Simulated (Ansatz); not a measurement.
TlBr:
```
CELL_PARAMETERS angstrom
      4.05291     0.00000     0.00000
      0.00000     4.05291     0.00000
      0.00000     0.00000     4.05291
ATOMIC_POSITIONS crystal
  Tl 0.00000 0.00000 0.00000
  Br 0.50000 0.50000 0.50000
```

Relaxed with PBE. Plane-wave PAW PBE (Ansatz code) gives a gap of 1.99 eV.

**Question.** What gap does HSE06 give on the same cell (Ansatz, PAW)?

**Answer.** 2.71 eV, 0.72 eV more. The hybrid was solved on a coarser mesh and at special points; its gap is the smallest among all of these.

```
k  v1 PBE  c1 PBE  v1 HSE06  c1 HSE06
-  ------  ------  --------  --------
Γ   -1.08    7.04       ___       ___
R   -1.66    2.35       ___       ___
M   -0.55    4.82       ___       ___
X    0.00    1.99      0.00      2.71
```

**Question.** Top valence (v1) and lowest conduction level (c1) in eV from each method's valence maximum (which need not be a listed point): supply the withheld HSE06 values.

**Answer.** 
- R, v1 HSE06: -2.01
- R, c1 HSE06: 3.06
- M, v1 HSE06: -0.78
- M, c1 HSE06: 5.69
- Γ, v1 HSE06: -1.35
- Γ, c1 HSE06: 7.98

Cost on shared cores: the PBE run (SCF on a 7×7×7 mesh, then bands and DOS) about 11 core-seconds (a rough figure), the HSE06 run (SCF on 5×5×5, then a few points) about 80 core-seconds (a rough figure); the tasks are unlike.

Space group Pm-3m (CsCl type). Symmetry was held in the PBE relaxation. Spin–orbit coupling is left out wherever it is not named.

Potentials: the later of the program's two PAW sets.
